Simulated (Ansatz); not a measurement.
Cu Kα1 powder pattern (kinematic, no thermal factors).
```csv
2θ (°),relative intensity
21.28,2
25.43,100
29.44,2
29.45,1
35.57,2
40.58,1
42.12,25
42.13,49
49.85,31
49.86,15
61.09,8
61.12,4
67.26,6
67.28,12
77.00,16
77.02,7
82.64,7
82.65,3
82.67,3
```

The pattern is computed from a structure relaxed with DFT PBE, scalar-relativistic, plane waves, PAW in Ansatz. No spin polarisation. Its elements are As, Ga, Sb.

**Question.** Give the structure.

**Answer.** Ga3Sb2As.
Space group I-4m2 (No. 119). a = 4.287 Å, b = 4.287 Å, c = 18.181 Å, α = 90.00°, β = 90.00°, γ = 90.00°
| atom | site | symmetry | x | y | z |
| --- | --- | --- | --- | --- | --- |
| Ga | 4e | 2mm. | 0.5000 | 0.5000 | 0.3260 |
| Ga | 2b | -4m2 | 0.5000 | 0.5000 | 0.0000 |
| Sb | 4f | 2mm. | 0.5000 | 0.0000 | 0.4131 |
| As | 2c | -4m2 | 0.0000 | 0.5000 | 0.2500 |

A pattern alone doesn't exclude other cells with like lines; this is the one computed.

It was reached by relaxing an invented guess, and it needn't be the stable form of this composition.
